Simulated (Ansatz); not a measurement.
GaAs:
Space group F-43m (No. 216); a = b = c = 5.665 Å, α = β = γ = 90.00°

| atom | site | symmetry | x | y | z |
|---|---|---|---|---|---|
| Ga | 4a | -43m | 0.0000 | 0.0000 | 0.0000 |
| As | 4d | -43m | 0.7500 | 0.7500 | 0.7500 |
(The calculation used a cell of 2 atoms; values per cell refer to that cell.)

Relaxed with r²SCAN. 

### Question
HSE06 on this cell (Ansatz, a quantum-chemistry and plane-wave program, PAW) gives a gap of 1.37 eV. What does r²SCAN give?

### Answer
0.97 eV.

Cost on shared cores: the r²SCAN run (SCF on a 9×9×9 mesh, then bands and DOS) about 25 core-seconds (a rough figure), the HSE06 run (SCF on 6×6×6, then a few points) very roughly 100 core-seconds; the tasks are unlike.

The cell was relaxed with r²SCAN under the symmetry of its start. Scalar-relativistic: spin–orbit coupling is off unless named, which matters more the heavier the elements.

Potentials: the earlier of the program's two PAW sets.

Ansatz is a plane-wave DFT program.
